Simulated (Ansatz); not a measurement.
Computed properties of La$_{2}$InGe$_{2}$

La2InGe2:
Space group P4/mbm (No. 127); a = 7.710 Å, b = 7.710 Å, c = 4.454 Å, α = 90.00°, β = 90.00°, γ = 90.00°

```tsv
atom	site	symmetry	x	y	z
La	4h	m.2m	0.1809	0.3191	0.5000
In	2a	4/m..	0.0000	0.0000	0.0000
Ge	4g	m.2m	0.3845	0.1155	0.0000
```

Space group P4/mbm (No. 127); conventional cell a = 7.710 Å, b = 7.710 Å, c = 4.454 Å, α = 90.00°, β = 90.00°, γ = 90.00°.

Method: DFT-r²SCAN in the program Ansatz with PAW potentials. Geometry: relaxed at this level of theory. Other levels are named where they apply.

### Cell and energy

| Item | Value |
|---|---|
| Volume per atom | 26.48 Å³ |
| Density | 6.75 g/cm³ |
| Formation energy from the elements (no fitted shifts) | -0.87 eV/atom |

### Electronic structure

| Property | Value |
|---|---|
| Electronic character | metallic (no gap) |
| Density of states at the Fermi level | 0.52 states/eV per atom (mean over ±0.08 eV) |

The first step of the workflow began from a Materials Project structure, measured or hypothetical; the Crystallography Open Database copy checked does not list it. Its standing as an ambient phase is unchecked. Symmetry was held in the r²SCAN relaxation; whether a distortion lowers the energy is not shown. The references are the lowest solids computed at this level, not always the standard phases. Spin–orbit coupling is left out wherever it is not named.

Potentials: the later of the program's two PAW sets.
